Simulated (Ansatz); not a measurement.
Does relaxation matter for the field gradients of Si₃N₄?

Start: a COD entry, taken as it stands.

```
CELL_PARAMETERS angstrom
7.60180 0.00000 0.00000
-3.80090 6.58335 0.00000
0.00000 0.00000 2.90660
ATOMIC_POSITIONS crystal
Si 0.17730 0.76770 0.25000
Si 0.40960 0.17730 0.75000
Si 0.23230 0.40960 0.25000
Si 0.82270 0.23230 0.75000
Si 0.59040 0.82270 0.25000
Si 0.76770 0.59040 0.75000
N 0.33333 0.66667 0.25000
N 0.66667 0.33333 0.75000
N 0.33370 0.03230 0.25000
N 0.30140 0.33370 0.75000
N 0.96770 0.30140 0.25000
N 0.66630 0.96770 0.75000
N 0.69860 0.66630 0.25000
N 0.03230 0.69860 0.75000
```

Atoms are numbered from 1 in the order listed; like atoms form one site, named after its first atom.

Computed with Ansatz: DFT, PBE, plane waves and PAW (field gradients read without the response of the frozen cores, which leaves them typically 4 to 6 % off), scalar-relativistic, 420 eV cutoff, Γ-centred 4×4×10 k-points, Fermi–Dirac smearing 0.02 eV.

The largest force at the start is 0.96 eV/Å. Relaxing the ions at fixed cell moves them by 0.027 Å at most (atom 13, N) and 0.025 Å rms. End positions:

```
CELL_PARAMETERS angstrom
7.60180 0.00000 0.00000
-3.80090 6.58335 0.00000
0.00000 0.00000 2.90660
ATOMIC_POSITIONS crystal
Si 0.17370 0.76755 0.25000
Si 0.40615 0.17370 0.75000
Si 0.23245 0.40615 0.25000
Si 0.82630 0.23245 0.75000
Si 0.59385 0.82630 0.25000
Si 0.76755 0.59385 0.75000
N 0.33333 0.66667 0.25000
N 0.66667 0.33333 0.75000
N 0.32970 0.02960 0.25000
N 0.30011 0.32970 0.75000
N 0.97040 0.30011 0.25000
N 0.67030 0.97040 0.75000
N 0.69989 0.67030 0.25000
N 0.02960 0.69989 0.75000
```

```json
{"site": "Si", "atom": "1", "moved (Å)": "0.027", "first shell before": "4 N at 1.71–1.75 Å", "first shell after": "4 N at 1.73–1.74 Å", "V_zz before (10²¹ V/m²)": "1.30", "η before": "0.61"}
{"site": "N7", "atom": "7", "moved (Å)": "0.000", "first shell before": "3 Si at 1.71 Å", "first shell after": "3 Si at 1.73 Å", "V_zz before (10²¹ V/m²)": "-4.76", "η before": "0.00"}
{"site": "N9", "atom": "9", "moved (Å)": "0.027", "first shell before": "3 Si at 1.74–1.75 Å", "first shell after": "3 Si at 1.74 Å", "V_zz before (10²¹ V/m²)": "-5.27", "η before": "0.01"}
```

**Question.** What are V_zz and η after the relaxation?

**Answer.** 

```csv
site,atom,V_zz after,η after,change of V_zz
Si,1,0.91,0.27,-0.39
N7,7,-5.07,0.00,-0.31
N9,9,-5.13,0.07,+0.14
```

The largest change of V_zz is on Si, from 1.30 to 0.91. In per cent, |V_zz| changes by -30 on Si, -3 to +7 on N (all sites that start above 0.5). Where |V_zz| stays above 0.1, η moves most on Si, from 0.61 to 0.27.

At this cell the PBE pressure is 6 GPa, so with PBE the cell would grow if it were relaxed.
